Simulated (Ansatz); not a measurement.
5 guesses for Ga₂GeSe₂ and where they end

All numbers below come from DFT PBE, scalar-relativistic, plane waves, PAW in Ansatz. Settings: cutoff 420 eV, Γ-centred meshes spaced at most about 0.3 Å⁻¹, and about 0.25 Å⁻¹ or finer for metals (2π included), Gaussian smearing. No spin polarisation in the final relaxations.

Each guess was relaxed in cell and atoms at zero pressure, within the symmetry of its start. Temperature and zero-point effects are left out. Coordination counts Ge or Se atoms around Ga (for each partner element, those within 1.25 times its shortest distance or 1.15 times the sum of covalent radii, where it is the nearest in units of that sum or under 1.3; a plus sign parts groups by distance over the sum of covalent radii; the shortest distance is added where it exceeds 1.18 times the sum of covalent radii).

| guess | made from | start group | V start (Å³/atom) | end group | V end (Å³/atom) | coordination at the end | gap on mesh (eV) | E over the lowest end (meV/atom) |
| --- | --- | --- | --- | --- | --- | --- | --- | --- |
| 1 | random cell | Pmmm | 26.5 | Pmmm | 28.9 | Ga 6 from 3.1 Å | 0 | 396 |
| 2 | NdCo2B2 type | I4/mmm | 22.1 | I4/mmm | 21.8 | Ga 5 | 0 | 164 |
| 3 | random cell | P-3m1 | 24.8 | P-3m1 | 25.6 | Ga 1 | 0 | 21 |
| 4 | EuAl2Ge2 type | P-3m1 | 25.3 | P-3m1 | 23.5 | Ga 3+3 | 0 | 0 |
| 5 | random cell | P6/mmm | 24.8 | ? | ? | ? | ? | ? |

Guess 5 as it starts:

```
CELL_PARAMETERS angstrom
4.16299 0.00000 0.00000
-2.08149 3.60525 0.00000
0.00000 0.00000 8.25257
ATOMIC_POSITIONS crystal
Ga 0.33333 0.66667 0.50000
Ga 0.66667 0.33333 0.50000
Ge 0.00000 0.00000 0.50000
Se 0.00000 0.00000 0.27166
Se 0.00000 0.00000 0.72834
```

Question: Predict the end of this guess and its energy over the lowest end.

Answer: It ends in space group P6/mmm (No. 191), with a = 4.941 Å, c = 7.439 Å, 31.5 Å³/atom and no gap. It lies 0.49 eV/atom over the lowest end, above guess 1 and so the highest of the set. Counting Ge or Se atoms around Ga, this end has Ga 3 and the lowest (guess 4) has Ga 3+3. This end holds Se–Se pairs (shortest 2.58 Å); in the lowest (guess 4) the shortest Se–Se distance is 3.71 Å.

```cif
data_structure
_symmetry_space_group_name_H-M 'P 1'
_symmetry_Int_Tables_number 1
_cell_length_a 4.9410
_cell_length_b 4.9410
_cell_length_c 7.4393
_cell_angle_alpha 90.000
_cell_angle_beta 90.000
_cell_angle_gamma 120.000
_cell_volume 157.28
loop_
_atom_site_label
_atom_site_type_symbol
_atom_site_fract_x
_atom_site_fract_y
_atom_site_fract_z
_atom_site_occupancy
Ga1 Ga 0.33333 0.66667 0.50000 1
Ga2 Ga 0.66667 0.33333 0.50000 1
Ge1 Ge 0.00000 0.00000 0.50000 1
Se1 Se 0.00000 0.00000 0.17322 1
Se2 Se 0.00000 0.00000 0.82678 1
```

Energies over the elements count from the elements' standard structures at the same level, with no fitted energy shifts.

Question: Is the lowest end bound against the elements?

Answer: Yes: its formation energy is −0.18 eV/atom. Whether it is stable depends on the other phases of the system, which aren't compared here.

No dispersion correction is applied, so the spacing and binding between layers, chains or molecules are poorly described (P-3m1 at 23.5 Å³/atom), and this can change margins and order among such cells. The reference form of Se is held partly by dispersion forces, which this level lacks. Cells relaxed within their symmetry can be saddle points. A lower structure may well exist outside this small set. Some types were kept out of the candidates beforehand, so the set may lack a known form.
